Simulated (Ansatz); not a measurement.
RbBH₄:
```xyz
6
Lattice="0.0000 3.4666 3.4666 3.4666 0.0000 3.4666 3.4666 3.4666 0.0000" Properties=species:S:1:pos:R:3 pbc="T T T"
Rb     0.0000     0.0000     0.0000
B      3.4666     3.4666     3.4666
H      4.1736     4.1736     2.7595
H      4.1736     2.7595     4.1736
H      2.7595     4.1736     4.1736
H      2.7595     2.7595     2.7595
```

r²SCAN in the plane-wave PAW code Ansatz gives a gap of 6.49 eV without spin–orbit coupling, maximum at Γ, minimum at X.

What happens when spin–orbit coupling is switched on?

The gap stays essentially unchanged, to 6.49 eV; maximum at Γ, minimum at X.

How large is the spin–orbit splitting of the valence top at Γ?

The fourfold level lies 0.01 eV above the split-off pair.

Give the electron effective mass with spin–orbit coupling.

0.49, 0.49, 2.0 mₑ (principal values).

Give the hole effective mass with spin–orbit coupling, band 1 of 2 at the edge.

8.0 along [100], 4.5 along [110], 3.8 along [111] (mₑ).

Give the hole effective mass with spin–orbit coupling, band 2 of 2 at the edge.

1.0 along [100], 1.1 along [110], 1.2 along [111] (mₑ).

Space group F-43m. The first step of the workflow began from a Materials Project structure, measured or hypothetical; the Crystallography Open Database copy checked does not list it. Whether it is the stable phase at ambient conditions was not checked. Symmetry was held in the r²SCAN relaxation; whether a distortion lowers the energy is not shown.

Potentials: the later of the program's two PAW sets.
